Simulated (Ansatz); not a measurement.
# SO₂F₂: checking a database structure before trusting its electric field gradients

The cell is a Materials Project structure (computed, not necessarily an observed phase), taken as it stands.

```cif
data_SO2F2
_symmetry_space_group_name_H-M 'P4_12_12'
_symmetry_Int_Tables_number 92
_cell_length_a 5.1171
_cell_length_b 5.1171
_cell_length_c 11.3039
_cell_angle_alpha 90.000
_cell_angle_beta 90.000
_cell_angle_gamma 90.000
loop_
_atom_site_label
_atom_site_type_symbol
_atom_site_symmetry_multiplicity
_atom_site_Wyckoff_symbol
_atom_site_fract_x
_atom_site_fract_y
_atom_site_fract_z
S S 4 a 0.9199 0.9199 0.5000
O O 8 b 0.9902 0.6697 0.4607
F F 8 b 0.6183 0.4929 0.1548
```

One atom of each set is listed.

Computed with Ansatz: DFT, PBE, plane waves and PAW, scalar-relativistic, 420 eV cutoff, Γ-centred 5×5×2 k-points, Fermi–Dirac smearing 0.02 eV.

Problem. Do the atoms and the cell lie near the calculated equilibrium?

Solution. Not quite. The largest force is 1.4 eV/Å, on atom 5 (O: 1 S at 1.40 Å), and the pressure is 5.9 GPa. Relaxing the atoms is still advisable, since electric field gradients respond to shifts of a few hundredths of an ångström.
